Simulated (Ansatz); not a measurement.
I:
```
I
1.0
    2.43298     3.71837     0.00000
   -2.43298     3.71837     0.00000
   -1.75305     0.00000     2.33684
I
1
Direct
  0.50000   0.50000   0.50000
```

Relaxed with r²SCAN+D4. Special points in fractions of this cell's reciprocal vectors: Γ (0.000, 0.000, 0.000); A (0.000, 0.000, 0.500); I2 (0.250, 0.250, 0.500); I (-0.250, 0.750, 0.500); M2 (-0.500, 0.500, 0.500); Y (0.500, 0.500, 0.000); L2 (0.000, 0.500, 0.500); V2 (0.000, 0.500, 0.000).

Q: List the band energies nearest the Fermi level at these points for plane-wave PAW r²SCAN+D4 (Ansatz code).

A: In eV from the Fermi level; about four levels below and three above (degenerate sets whole), none deeper than 8.9 eV; … stands for higher levels left out; points with the same levels are listed once.

```
k               below   above
--  -----------------  ------
Γ         -1.49 -1.10  3.92 …
A   -5.41 -1.44 -0.19       …
I2  -5.40 -1.47 -0.22       …
Y         -3.74 -1.50  3.69 …
L2        -5.72 -0.49  0.71 …
V2        -3.94 -2.03  4.04 …
```

Space group Immm. The workflow started from a Materials Project entry (that database holds measured and hypothetical structures alike); the Crystallography Open Database copy checked does not list it. It is not the phase usual at ambient conditions (space group No. 64). The cell was relaxed with r²SCAN+D4 under the symmetry of its start; whether a distortion lowers the energy is not shown. With an odd number of electrons in the cell and no spin polarisation, the count alone makes it a metal. Point labels and valley counts follow the cell and symmetry of the run, lower than the named group. Spin–orbit coupling is left out wherever it is not named.

Potentials: the later of the program's two PAW sets.
